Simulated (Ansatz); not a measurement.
SiC:
```cif
data_C4Si4
_chemical_formula_sum 'Si4 C4'
_space_group_name_H-M_alt 'F-43m'
_space_group_IT_number 216
_space_group_name_Hall 'F -4 2 3'
_cell_length_a 4.32901
_cell_length_b 4.32901
_cell_length_c 4.32901
_cell_angle_alpha 90.000
_cell_angle_beta 90.000
_cell_angle_gamma 90.000
loop_
_atom_site_label
_atom_site_type_symbol
_atom_site_symmetry_multiplicity
_atom_site_Wyckoff_symbol
_atom_site_fract_x
_atom_site_fract_y
_atom_site_fract_z
_atom_site_occupancy
Si1 Si 4 c 0.25000 0.25000 0.25000 1
C1 C 4 a 0.00000 0.00000 0.00000 1
```
(The calculation used a cell of 2 atoms; values per cell refer to that cell.)

Relaxed with LDA.

Problem. Give the optical modes at the zone centre with their infrared and Raman activity from DFPT, LDA in the plane-wave PAW code Ansatz.

Solution. Transverse frequencies, without the LO–TO term; a row sums one degenerate level.

```
ω (cm⁻¹)  degeneracy  IR ((D/Å)²/amu)  Raman (Å⁴/amu)  activity  symmetry
--------  ----------  ---------------  --------------  --------  --------
798                3            61.36              29  IR+Raman        T2
```

Problem. How high does the top mode go among those that the LO–TO term moves?

Solution. 973 cm⁻¹ for q along x.

The LDA relaxation kept the symmetry of its start.

Potentials: the earlier of the program's two PAW sets. The files were generated under PBE; for other functionals the program regenerates the frozen cores, and for LDA and PBEsol the local potential too.
